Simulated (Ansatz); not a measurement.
SnO2 (rutile)

```yaml
crystal:
  lattice:
    - [4.76919, 0.00000, 0.00000]
    - [0.00000, 4.76919, 0.00000]
    - [0.00000, 0.00000, 3.21201]
  atoms:
    - { symbol: Sn, position: [0.00000, 0.00000, 0.00000] }
    - { symbol: Sn, position: [0.50000, 0.50000, 0.50000] }
    - { symbol: O, position: [0.30628, 0.30628, 0.00000] }
    - { symbol: O, position: [0.80628, 0.19372, 0.50000] }
    - { symbol: O, position: [0.19372, 0.80628, 0.50000] }
    - { symbol: O, position: [0.69372, 0.69372, 0.00000] }
```

Two-dimensional scan of atom 5 (O, nearest neighbour Sn at 2.066 Å; its periodic images, 3.2 Å or more away, move with it): u runs along (0.707, 0.707, 0.000), v along (0.000, 0.000, 1.000) (Cartesian). Cell and other atoms are fixed.

These are PBEsol (plane waves to 420 eV, PAW, scalar-relativistic; Ansatz, a program for electronic structure) values and carry that method's errors. k mesh 6×6×8 (Γ-centred), Fermi-Dirac smearing 0.05 eV. The energy includes the smearing's −TS. SnO2 was relaxed with its symmetry unable to fall. The zero of ΔE is the undisplaced structure. Axes are in Å.

The scan covers u from -0.520 to 0.520 Å in 7 points and v from -0.520 to 0.520 Å in 7 points.

**Question.** In which direction of the plane is the atom held most weakly?

**Answer.** Along u.

**Question.** What are the two principal curvatures of the energy at the centre?

**Answer.** 3.5 and 12.4 eV/Å².

(A displaced cell: forces are minus the slopes of the energy, force constants its curvatures, and phonons follow from these.)
